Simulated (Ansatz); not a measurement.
**How far is PAW off for TaAs?**

```
Ta As
1.0
    -1.72181    1.72181    5.86794
     1.72181   -1.72181    5.86794
     1.72181    1.72181   -5.86794
Ta As
2 2
Direct
  0.24997 0.74997 0.50000
  0.49997 0.49997 0.00000
  0.83263 0.33263 0.50000
  0.08263 0.08263 0.00000
```

Atom numbers follow the list: Ta1, Ta2, As3, As4.

Structure from Materials Project entry mp-1936 (possibly hypothetical), not relaxed further.

Spin–orbit coupling is left out, though it moves levels of the heavy atoms by tenths of an eV or more.

Levels of theory: DFT, LDA, PAW with Ansatz's default frozen-core files, scalar-relativistic (Ansatz 0.2.0); DFT, LDA, all-electron LAPW, scalar-relativistic (Ansatz 0.2.0).

For PAW: a Γ-centred 15×15×15 k mesh, Fermi–Dirac smearing of 0.08 eV, cutoff 420 eV, no spin polarisation; the PAW files were made with PBE, and the program remakes their frozen cores for this functional. LAPW targets a basis error of 1 meV/atom. The Ansatz runs share mesh, smearing and spin set-up. Plane-wave (PAW) pressures include the program's estimate of the Pulay term.

Stress and pressure are positive in compression.

Levels count from the Fermi level.

```tsv
quantity	PAW	LAPW
pressure (GPa)	-7.55	-7.51
force on Ta1, z (eV/Å)	0.016	0.016
force on As3, z (eV/Å)	-0.016	-0.016
highest filled level at M (eV)	-0.860	-0.856
lowest empty level at M (eV)	1.237	1.238
highest filled level at Γ (eV)	-1.593	-1.591
lowest empty level at Γ (eV)	0.930	0.930
```
